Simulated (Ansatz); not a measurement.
Si3N4 in space group P6_3/m (No. 176; Si on 6h, N on 2d, N on 6h), DFT-PBE in the program Ansatz with PAW potentials, all energies at zero smearing, with the estimated change up to a 700 eV cutoff added, with one set of potentials and settings (totals compare only within such a set). Cell of 14 atoms (6 Si, 8 N): -6901.856 eV.

| element | reference phase | E (eV/atom) |
|---|---|---|
| Si | Fd-3m, 2 atoms in the cell | -635.8114 |
| N | Pa-3, 8 atoms in the cell | -384.0342 |

Formation energy per atom, worked out: (-6901.856 − 6×(-635.8114) − 8×(-384.0342))/14 = -1.051 eV/atom (-101 kJ per mol of atoms), at 0 K, without zero-point energy or fitted corrections.

Symmetry was held in the PBE relaxation. The references are the lowest solids computed at this level, not always the standard phases (solids in place of the gases).

Potentials: the earlier of the program's two PAW sets.
